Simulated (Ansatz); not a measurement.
A sound run on GdCu (Pm-3m), no U (Ansatz 0.2.0, DFT, LDA, all-electron LAPW, scalar-relativistic):

```yaml
crystal:
  lattice:
    - [3.502, 0.0, 0.0]
    - [0.0, 3.502, 0.0]
    - [0.0, 0.0, 3.502]
  atoms:
    - { symbol: Gd, position: [0.5, 0.5, 0.5], spin: 7.0 }
    - { symbol: Cu, position: [0.0, 0.0, 0.0] }
magnetization:
  spin_polarized: true
kpoints:
  mp_grid: { grid: [11, 11, 11] }
scf:
  occupations: { method: fermi_dirac, width: 0.05 }
hamiltonian:
  xc: lda
  pseudopotentials: { kind: all_electron, lapw: { basis_error: 0.001 } }
output:
  forces: true
  stress: true
  eigenvalues: true
  hubbard: { sites: [{ species: Gd, l: f }, { species: Cu, l: d }] }
  populations: true
```

It converged in 14 iterations. Site moments (μB): Gd1 7.00, Cu2 0.03. Cell moment 7.11 μB. Pressure -6.12 GPa.

The input is then changed, output keys apart:

```diff
+  symmetry: { detect: false }
+  n_extra_bands: 2
```

Problem. What happens?

Solution. The input was rejected before any iteration.
```
Error: inconsistent input (scf.n_extra_bands): n_bands = 29 cannot host the net starting moment |Σ_I m_I| = 7.0000 μB: with N_el = 53 the majority spin channel must hold (N_el + |M|)/2 = 30.0000 electrons at no more than one per band — at least 30 bands (29 bands cap the reachable moment at 2·n_bands − N_el = 5.0000 μB); raise scf.n_extra_bands until at least 30 bands are solved (omitted, it auto-derives to 36) or lower the seeds (crystal.atoms[].spin / magnetization.per_species / magnetization.initial_magnetization)
```
